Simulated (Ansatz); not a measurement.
## Cl: computed property card

Cl:
```
CELL_PARAMETERS angstrom
      2.86000     0.00000     0.00000
      0.00000     2.86000     0.00000
      0.00000     0.00000     2.86000
ATOMIC_POSITIONS crystal
  Cl 0.00000 0.00000 0.00000
```

Space group Pm-3m (No. 221), simple cubic; conventional cell a = 2.860 Å, b = 2.860 Å, c = 2.860 Å, α = 90.00°, β = 90.00°, γ = 90.00°.

Method: DFT-PBE in the program Ansatz with PAW potentials. The cell and atoms are relaxed at this level. Other levels are named where they apply.

**Cell and energy**

```yaml
volume_per_atom: 23.39 Å³
density: 2.52 g/cm³
```

**Electronic structure**

```yaml
electronic_character: metallic (no gap)
Density of states at the Fermi level: 1.5 states/eV per atom (mean over ±0.08 eV)
```

**Mechanics**

```yaml
Bulk modulus (Birch–Murnaghan fit): 34.2 GPa
Pressure derivative B′: 5.3
```

A made-up cell: these elements were put on the sites of a structure type; neither database checked (COD, Materials Project) lists it. It is not the usual solid phase (space group No. 64). The cell was relaxed with PBE under the symmetry of its start; its stability against distortions is not shown here. The substance is a gas or liquid at ambient conditions. With an odd number of electrons in the cell and no spin polarisation, the count alone makes it a metal.

Potentials: the later of the program's two PAW sets.
